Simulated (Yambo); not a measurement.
Yambo run on K₂PdBr₄ (space group P4/mmm, No. 123). The wavefunctions are norm-conserving PBEsol (Quantum ESPRESSO, 82 Ry, scalar-relativistic) ones on a 2×2×2 mesh (32 occupied bands); a = b = 7.4324 Å, c = 4.3321 Å, α = β = γ = 90.00°.

Yambo input:

```
rim_cut
HF_and_locXC
RandQpts= 1000000
RandGvec= 1 Ry
EXXRLvcs= 82 Ry
VXCRLvcs= 328 Ry
% QPkrange
 1 | 1 | 32 | 33 |
 2 | 2 | 32 | 33 |
 3 | 3 | 32 | 33 |
 4 | 4 | 32 | 33 |
 5 | 5 | 32 | 33 |
 6 | 6 | 32 | 33 |
%
```

k points by index: 1 = Γ, 2 = Z, 3 = X, 4 = R, 5 = M, 6 = A.

The o-*.hf file then holds:

```
#    K-point    Band    Eo [eV]    Ehf [eV]    Vxc [eV]    Vnlxc [eV]
#
    1    32    -0.075186    -4.993135    -18.63503    -23.55298
    1    33    2.021103    5.774217    -18.33263    -14.57952
    2    32    -0.182593    -5.586279    -21.28315    -26.68683
    2    33    2.066551    5.821899    -18.36811    -14.61276
    3    32    0.000000    -4.854855    -18.53058    -23.38543
    3    33    1.676432    5.280457    -17.95284    -14.34881
    4    32    -0.126980    -5.432365    -21.02902    -26.33441
    4    33    1.749725    5.367118    -18.06956    -14.45217
    5    32    -0.028636    -4.904017    -18.51393    -23.38931
    5    33    1.114026    4.556630    -17.07758    -13.63498
    6    32    -0.106679    -5.386204    -20.99459    -26.27411
    6    33    1.258637    4.776453    -17.54586    -14.02804
```
Exchange alone, without screening.

Spin-orbit coupling is not included.

Geometry of the Materials Project entry, not relaxed at this level.
